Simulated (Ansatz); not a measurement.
# Relaxing a structure of HfN

The start is a relaxed HfN cell, doubled along one cell vector, shaken by Gaussian noise of σ = 0.08 Å a coordinate. A full variable-cell relaxation at zero pressure is run with PBEsol (plane waves to 420 eV, PAW, scalar-relativistic; Ansatz, an electronic-structure program). The first steps use a coarse 5×3×7 k-mesh.

The start:
```yaml
crystal:
  lattice:
    - [5.43483, 0.00000, 0.00000]
    - [-5.43483, 9.41340, 0.00000]
    - [0.00000, 0.00000, 3.17920]
  atoms:
    - { symbol: Hf, position: [0.49420, 0.99401, 0.99119] }
    - { symbol: Hf, position: [0.48409, 0.51138, 0.94268] }
    - { symbol: Hf, position: [0.49185, 0.24469, 0.00538] }
    - { symbol: Hf, position: [0.49829, 0.75352, 0.97962] }
    - { symbol: Hf, position: [0.03000, 0.24293, 0.04127] }
    - { symbol: Hf, position: [0.98121, 0.74894, 0.99321] }
    - { symbol: N, position: [0.00509, 0.00376, 0.95605] }
    - { symbol: N, position: [0.99433, 0.48399, 0.02184] }
    - { symbol: N, position: [0.30290, 0.32818, 0.44683] }
    - { symbol: N, position: [0.36393, 0.83096, 0.51021] }
    - { symbol: N, position: [0.65925, 0.16767, 0.48991] }
    - { symbol: N, position: [0.65866, 0.66818, 0.53761] }
```

Q: How does the volume change?

A: -3.2 %, from 13.55 to 13.12 Å³/atom.

Q: Is the parent structure recovered?

A: It does not go back: it reaches Pmc2₁ (No. 26), 0.63 eV/atom below the parent.

Q: What band gap does the relaxed structure have at this level?

A: Zero (metallic).

Q: Write out the relaxed structure.

A: 
Space group Pmc2₁ (No. 26); a = 3.067 Å, b = 8.953 Å, c = 5.732 Å, α = β = γ = 90.00°

```csv
atom,site,symmetry,x,y,z
Hf,2b,m..,0.5000,0.2635,0.0164
Hf,2b,m..,0.5000,0.0477,0.6370
Hf,2b,m..,0.5000,0.4099,0.4611
N,2b,m..,0.5000,0.1806,0.3465
N,2a,m..,0.0000,0.0982,0.9111
N,2a,m..,0.0000,0.4359,0.1350
```

Final values are on a 15×6×8 k-mesh of the relaxed cell. The start holds a very short contact (Hf–N 1.83 Å). No spin polarisation in the result.

The relaxed structure here is a generated cell of HfN: the first start was made by placing the elements on the sites of a structure type, and the end was not matched to a known phase here, so it may be hypothetical. Known forms of HfN include space group No. 225.
